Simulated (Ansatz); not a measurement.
The calculation used DFT PBE, scalar-relativistic, plane waves, PAW in Ansatz. Settings: cutoff 420 eV, Γ-centred meshes spaced at most about 0.3 Å⁻¹, and about 0.25 Å⁻¹ or finer for metals (2π included), Gaussian smearing. No spin polarisation in the final relaxations.

Temperature and zero-point effects are left out.

Compare these two cells of In2S, each relaxed at this level.

A. Space group P-3m1 (No. 164), trigonal, a = 4.056 Å, c = 5.653 Å. Around In lie 3 S at 2.87 Å and 3 In at 3.31 Å; S is surrounded by 6 In at 2.87 Å.

B. Space group P-6m2 (No. 187), hexagonal, a = 3.811 Å, c = 8.081 Å. In has 3 S at 2.86 Å; around S lie 6 In at 2.86 Å.

Question: Which is lower in energy, and by how much?

Answer: A is lower, by 47 meV/atom. A has the anti-cadmium iodide type, space group P-3m1 (No. 164), 26.9 Å³/atom and no gap on its mesh; B has space group P-6m2 (No. 187), 33.9 Å³/atom and a gap of 0.19 eV. Both come from invented guesses.

Weakly bound directions are ill-defined at this level, which has no dispersion term (P-6m2), and this can change margins and order among such cells. Kohn–Sham gaps at this level usually fall short of measured ones. Cells relaxed within their symmetry can be saddle points.
